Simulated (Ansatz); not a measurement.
Input:

LaHg:
```xyz
2
Lattice="3.8369 0.0000 0.0000 0.0000 3.8369 0.0000 0.0000 0.0000 3.8369" Properties=species:S:1:pos:R:3 pbc="T T T"
Hg     0.0000     0.0000     0.0000
La     1.9185     1.9185     1.9185
```

This is the PBEsol-relaxed structure.

### Question
All from plane-wave PAW PBEsol (Ansatz code), unless another level is named. Give the density of states at the Fermi level.

### Answer
1.6 states/eV per atom (mean over ±0.08 eV).

### Question
Give the formation energy from the elements (no fitted shifts).

### Answer
-0.54 eV/atom.

### Question
What about the gap with spin–orbit coupling?

### Answer
none (metallic).

Space group Pm-3m (CsCl type). The workflow started from an entry of the Crystallography Open Database (COD). Its standing as an ambient phase is unchecked. The PBEsol relaxation kept the symmetry of its start; of distortions, only those at the zone centre were tested. The references are the lowest solids computed at this level, not always the standard phases. Spin–orbit coupling is left out wherever it is not named.

Potentials: the later of the program's two PAW sets.
